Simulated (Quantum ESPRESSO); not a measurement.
**Kohn-Sham bands of CaHI (P4/nmm, isolated units)**

```
CaHI
1.0
    4.02334     0.00000     0.00000
    0.00000     4.02334     0.00000
    0.00000     0.00000     9.34313
Ca H I
2 2 2
Direct
  0.00000   0.50000   0.13019
  0.50000   0.00000   0.86981
  0.50000   0.50000   0.00000
  0.00000   0.00000   0.00000
  0.00000   0.50000   0.69979
  0.50000   0.00000   0.30021
```

Materials Project entry mp-24204; symmetrised, unrelaxed at this level. Level: PBEsol, no spin polarisation, no spin-orbit coupling; pw.x of Quantum ESPRESSO at 58 Ry with PseudoDojo potentials, 6×6×4 k-points, Wannier90. Density: 8×8×4 mesh, cold smearing 0.01 Ry. The cell is built of weakly bound layers, chains or molecules, whose nearest atoms lie 4.69 Å apart, far more than in van der Waals crystals (3.2 to 4.2 Å): it describes nearly isolated units, such as a monolayer, not the bulk crystal. Spin-orbit coupling is left out although heavy elements are present.

Energies are relative to the valence-band maximum; weights are on the orthonormalised atomic waves of the pseudopotential files, averaged over the group. 36 electrons a cell are treated as valence.

Q: Into which isolated groups do the bands fall, where do they lie and what are they made of?

A: 
```json
[
 {"bands": "1–2", "from (eV)": "-39.27", "to (eV)": "-39.26", "filling": "filled", "weight on atomic waves": "Ca 3s 99 %"},
 {"bands": "3–8", "from (eV)": "-20.45", "to (eV)": "-20.28", "filling": "filled", "weight on atomic waves": "Ca 3p 99 %"},
 {"bands": "9–10", "from (eV)": "-11.58", "to (eV)": "-10.94", "filling": "filled", "weight on atomic waves": "I 5s 94 %, Ca 4s 5 %"},
 {"bands": "11–18", "from (eV)": "-3.96", "to (eV)": "0.00", "filling": "filled", "weight on atomic waves": "I 5p 70 %, H 1s 20 %, Ca 4s 5 %"}
]
```

The Kohn-Sham gap over both meshes and the path is 3.39 eV.
